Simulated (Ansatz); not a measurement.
# Map of one atom of the cell for CsPbBr3 (cubic perovskite)

Relaxed CsPbBr3 (cubic perovskite):

```xyz
5
Lattice="6.0028 0.0000 0.0000 0.0000 6.0028 0.0000 0.0000 0.0000 6.0028" Properties=species:S:1:pos:R:3 pbc="T T T"
Cs     0.0000     0.0000     0.0000
Pb     3.0014     3.0014     3.0014
Br     0.0000     3.0014     3.0014
Br     3.0014     3.0014     0.0000
Br     3.0014     0.0000     3.0014
```

Two-dimensional scan of atom 1 (Cs, nearest neighbour Br at 4.245 Å; its periodic images, 6.0 Å or more away, move with it): u runs along (1.000, 0.000, 0.000), v along (0.000, 0.000, 1.000) (Cartesian). Cell and other atoms are fixed.

Level of theory: PBE (plane waves to 420 eV, PAW, scalar-relativistic; Ansatz, a program for electronic structure). k mesh 5×5×5 (Γ-centred), Fermi-Dirac smearing 0.05 eV. E stands for the smeared free energy. Stress and pressure are positive under compression. CsPbBr3 was relaxed with its symmetry unable to fall. Spin-orbit coupling is left out, though Pb is heavy. The PAW data are Ansatz's earlier set. This is a high-temperature form of CsPbBr3. The zero of ΔE is the undisplaced structure. Axes are in Å.

ΔE (meV/cell), with u across and v down:

```csv
v \ u,-0.640,-0.427,-0.213,0.000,0.213,0.427,0.640
-0.640,107.8,52.2,26.3,18.9,26.3,52.2,107.8
-0.427,52.2,21.4,8.3,4.9,8.3,21.4,52.2
-0.213,26.3,8.3,2.0,0.7,2.0,8.3,26.3
0.000,18.9,4.9,0.7,0.0,0.7,4.9,18.9
0.213,26.3,8.3,2.0,0.7,2.0,8.3,26.3
0.427,52.2,21.4,8.3,4.9,8.3,21.4,52.2
0.640,107.8,52.2,26.3,18.9,26.3,52.2,107.8
```

P (GPa), with u across and v down:

```tsv
v \ u	-0.640	-0.427	-0.213	0.000	0.213	0.427	0.640
-0.640	0.62	0.39	0.26	0.22	0.26	0.39	0.62
-0.427	0.39	0.21	0.11	0.07	0.11	0.21	0.39
-0.213	0.26	0.11	0.02	-0.01	0.02	0.11	0.26
0.000	0.22	0.07	-0.01	-0.04	-0.01	0.07	0.22
0.213	0.26	0.11	0.02	-0.01	0.02	0.11	0.26
0.427	0.39	0.21	0.11	0.07	0.11	0.21	0.39
0.640	0.62	0.39	0.26	0.22	0.26	0.39	0.62
```

Derived quantities:

```
Property                                                                                                                                                                      Value
------------------------------------------------------  ---------------------------------------------------------------------------------------------------------------------------
Lowest place on the grid                                                                                                                    u = 0.000 Å, v = 0.000 Å (0.0 meV/cell)
Highest place on the grid, met at several equal points  u = -0.640 Å, v = -0.640 Å; u = 0.640 Å, v = -0.640 Å; u = -0.640 Å, v = 0.640 Å; u = 0.640 Å, v = 0.640 Å (107.8 meV/cell)
```

(For displaced atoms, the force is minus the slope of the energy, and its curvature is a force constant, which sets phonon frequencies.)
